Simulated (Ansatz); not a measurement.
2 distorted cells of WCl, built from the CsCl structure. Level of theory: DFT, PBE, all-electron full-potential LAPW, scalar-relativistic valence, Dirac core shells, point nucleus (Ansatz). Sampling: 3×3×3 Γ-centred mesh with 0.15 eV Fermi–Dirac smearing (a coarse mesh, not converged over the zone). In metals such a mesh can move stress, forces and moments by their own size. No spin polarisation. The cell's electron count is odd, so a run with spin could end lower.

Question: Rank the cells by free energy an atom on this mesh, lowest first.
A.
15.52 Å³ an atom
```xyz
2
Lattice="3.2678 0.0805 0.0525 0.0805 3.1530 -0.0054 0.0525 -0.0054 3.0145" Properties=species:S:1:pos:R:3 pbc="T T T"
W     1.5878    2.2899    0.3849
Cl    3.7121    4.4884    1.4824
```
B.
12.44 Å³ an atom
```xyz
2
Lattice="2.7325 0.0145 0.0298 0.0145 2.9352 0.0080 0.0298 0.0080 3.1032" Properties=species:S:1:pos:R:3 pbc="T T T"
W     1.5746    1.5549    3.0434
Cl    3.0513    3.0606    4.6798
```

Answer: B (lowest), A (+0.55 eV an atom).

From the lowest up, pressure and r.m.s. force: 48.5 GPa, 0.17 eV/Å; 44.1 GPa, 11.34 eV/Å.
